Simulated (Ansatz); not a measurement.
C (lonsdaleite, P6_3/mmc) is relaxed with plane-wave PAW HSE06 (Ansatz code). What lattice parameters of the conventional cell result?

a = 2.493 Å, c = 4.150 Å.

Give the free coordinates with the occupied sites.

In one choice of origin and axes:

| atom | site | symmetry | x | y | z |
|---|---|---|---|---|---|
| C | 4f | 3m. | 0.3333 | 0.6667 | 0.0628 |

Is it a metal or does it have a gap at this level?

A gap of 4.33 eV, indirect.

The cell was relaxed with HSE06 under the symmetry of its start. The hybrid was solved on a coarse mesh, the path and, where they were found, the r²SCAN edge points; its band edges are the extreme levels among these.

Potentials: the later of the program's two PAW sets.
